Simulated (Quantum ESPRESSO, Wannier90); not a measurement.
**AlN (wurtzite), plane waves to Wannier functions**

```
begin unit_cell_cart
ang
    3.1285898190    0.0000000000    0.0000000000
   -1.5642949095    2.7094382613    0.0000000000
    0.0000000000    0.0000000000    5.0169600000
end unit_cell_cart
begin atoms_frac
Al  -0.3333333333  0.3333333333  0.4992900000
Al   0.3333333333 -0.3333333333 -0.0007100000
N   -0.3333333333  0.3333333333 -0.1192900000
N    0.3333333333 -0.3333333333  0.3807100000
end atoms_frac
```

Materials Project entry mp-661; symmetrised, unrelaxed at this level. COD (Crystallography Open Database) has an entry of this formula and space group (matched by these alone). Level: PBEsol, no spin polarisation, no spin-orbit coupling; pw.x of Quantum ESPRESSO at 68 Ry with PseudoDojo potentials, 12×12×6 k-points, Wannier90. Density: 12×12×6 mesh, cold smearing 0.01 Ry.

Bands 1-8 form an isolated set from -15.04 to 0.00 eV relative to the valence-band maximum (on the path) and are turned into 8 Wannier functions by minimising the spread from the start: s functions at the bond centres.

Q: Where do the functions sit, how wide are they and what are they made of?

A: 
| functions | spread (Å²) | nearest atom, distance (Å) | second atom, distance (Å) | weight on atomic waves |
|---|---|---|---|---|
| 6 | 0.96 | N 0.45 | Al 1.45 | N 2p 57 %, N 2s 17 %, Al 3p 15 % |
| 2 | 0.98 | N 0.45 | Al 1.46 | N 2p 57 %, Al 3p 17 %, N 2s 17 % |

Ω_I = 6.49 Å², Ω_total = 7.75 Å²; the interpolated bands follow pw.x to 0.2 meV rms on the path. It is the lowest total spread that any start reached here.
